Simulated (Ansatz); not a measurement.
Ga₂O₃:
```cif
data_Ga8O12
_chemical_formula_sum 'Ga8 O12'
_space_group_name_H-M_alt 'C2/m'
_space_group_IT_number 12
_space_group_name_Hall '-C 2y'
_cell_length_a 12.25549
_cell_length_b 3.03941
_cell_length_c 5.80841
_cell_angle_alpha 90.000
_cell_angle_beta 103.809
_cell_angle_gamma 90.000
loop_
_atom_site_label
_atom_site_type_symbol
_atom_site_symmetry_multiplicity
_atom_site_Wyckoff_symbol
_atom_site_fract_x
_atom_site_fract_y
_atom_site_fract_z
_atom_site_occupancy
Ga1 Ga 4 i 0.09046 0.00000 0.79465 1
Ga2 Ga 4 i 0.15879 0.50000 0.31432 1
O1 O 4 i 0.16418 0.00000 0.10909 1
O2 O 4 i 0.17336 0.00000 0.56356 1
O3 O 4 i 0.49631 0.00000 0.25627 1
```
(The calculation used a cell of 10 atoms; values per cell refer to that cell.)

Relaxed with plane-wave PAW r²SCAN (Ansatz code). Indices refer to the conventional cell of C2/m, a = 12.2555 Å, b = 3.0394 Å, c = 5.8084 Å, α = γ = 90.00°, β = 103.81°.

### Question
Simulate the powder diffraction pattern (Mo Kα, λ = 0.71073 Å; lines above 1 %) up to 2θ = 45°.

### Answer
Simulated powder pattern, Mo Kα, λ = 0.71073 Å (kinematic, ideal powder, no thermal factors, no anomalous dispersion; the 30 strongest lines at most, above 1 %, up to 2θ = 45°):

```json
[
 {"2θ (°)": "8.69", "d (Å)": "4.691", "I/Imax (%)": "8.2", "hkl": "(-2 0 1)"},
 {"2θ (°)": "13.72", "d (Å)": "2.975", "I/Imax (%)": "43", "hkl": "(400)"},
 {"2θ (°)": "13.90", "d (Å)": "2.937", "I/Imax (%)": "52", "hkl": "(-4 0 1)"},
 {"2θ (°)": "14.47", "d (Å)": "2.823", "I/Imax (%)": "34", "hkl": "(-2 0 2)"},
 {"2θ (°)": "14.48", "d (Å)": "2.820", "I/Imax (%)": "55", "hkl": "(002)"},
 {"2θ (°)": "15.26", "d (Å)": "2.676", "I/Imax (%)": "25", "hkl": "(-1 1 1)"},
 {"2θ (°)": "16.02", "d (Å)": "2.549", "I/Imax (%)": "100", "hkl": "(111)"},
 {"2θ (°)": "16.99", "d (Å)": "2.405", "I/Imax (%)": "35", "hkl": "(401)"},
 {"2θ (°)": "17.43", "d (Å)": "2.345", "I/Imax (%)": "62", "hkl": "(-3 1 1)+(-4 0 2)"},
 {"2θ (°)": "19.39", "d (Å)": "2.110", "I/Imax (%)": "9.4", "hkl": "(311)"},
 {"2θ (°)": "20.67", "d (Å)": "1.981", "I/Imax (%)": "17", "hkl": "(-3 1 2)"},
 {"2θ (°)": "20.69", "d (Å)": "1.979", "I/Imax (%)": "7.9", "hkl": "(112)"},
 {"2θ (°)": "21.86", "d (Å)": "1.874", "I/Imax (%)": "22", "hkl": "(510)"},
 {"2θ (°)": "25.67", "d (Å)": "1.600", "I/Imax (%)": "33", "hkl": "(-3 1 3)"},
 {"2θ (°)": "26.27", "d (Å)": "1.564", "I/Imax (%)": "8.3", "hkl": "(-6 0 3)"},
 {"2θ (°)": "26.61", "d (Å)": "1.544", "I/Imax (%)": "29", "hkl": "(113)"},
 {"2θ (°)": "26.84", "d (Å)": "1.531", "I/Imax (%)": "16", "hkl": "(-8 0 1)"},
 {"2θ (°)": "27.05", "d (Å)": "1.520", "I/Imax (%)": "26", "hkl": "(020)"},
 {"2θ (°)": "27.71", "d (Å)": "1.484", "I/Imax (%)": "16", "hkl": "(710)"},
 {"2θ (°)": "28.33", "d (Å)": "1.452", "I/Imax (%)": "20", "hkl": "(-2 0 4)"},
 {"2θ (°)": "28.52", "d (Å)": "1.443", "I/Imax (%)": "40", "hkl": "(-7 1 2)"},
 {"2θ (°)": "28.55", "d (Å)": "1.441", "I/Imax (%)": "38", "hkl": "(512)"},
 {"2θ (°)": "30.28", "d (Å)": "1.361", "I/Imax (%)": "9.1", "hkl": "(801)"},
 {"2θ (°)": "30.45", "d (Å)": "1.353", "I/Imax (%)": "9.0", "hkl": "(420)"},
 {"2θ (°)": "30.53", "d (Å)": "1.350", "I/Imax (%)": "11", "hkl": "(-4 2 1)"},
 {"2θ (°)": "30.81", "d (Å)": "1.338", "I/Imax (%)": "20", "hkl": "(022)+(-2 2 2)"},
 {"2θ (°)": "32.11", "d (Å)": "1.285", "I/Imax (%)": "10", "hkl": "(421)"},
 {"2θ (°)": "36.04", "d (Å)": "1.149", "I/Imax (%)": "7.7", "hkl": "(-7 1 4)"},
 {"2θ (°)": "38.47", "d (Å)": "1.079", "I/Imax (%)": "8.9", "hkl": "(-8 2 1)"},
 {"2θ (°)": "39.57", "d (Å)": "1.050", "I/Imax (%)": "12", "hkl": "(-2 2 4)"}
]
```

Symmetry was held in the r²SCAN relaxation.

Potentials: the later of the program's two PAW sets.
